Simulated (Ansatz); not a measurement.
SiNi$_{3}$ (Cu3Au type, Pm-3m) at seven volumes, plane-wave PAW r²SCAN (Ansatz code), scaled uniformly. One row is withheld.

| V (Å³/atom) | P (GPa) |
|---|---|
| 9.459 | 28.36 |
| 9.771 | ? |
| 10.083 | 7.90 |
| 10.395 | 0.02 |
| 10.706 | -6.60 |
| 11.018 | -12.17 |
| 11.330 | -16.83 |

Problem. Fit the shown pressures and predict the withheld one.

Solution. P = (3/2)B₀(x^(7/2) − x^(5/2))[1 + (3/4)(B′ − 4)(x − 1)] with x = (V₀/V)^(2/3). Least squares on the six rows gives V₀ = 10.396 Å³/atom, B₀ = 240 GPa, B′ = 4.74. At V = 9.771, x = 1.0422 and P = 17.24 GPa. The run itself gave 17.25 GPa.

The r²SCAN relaxation kept the symmetry of its start; of distortions, only those at the zone centre were tested. The workflow began spin-polarised and lost its moments.

Potentials: the later of the program's two PAW sets.
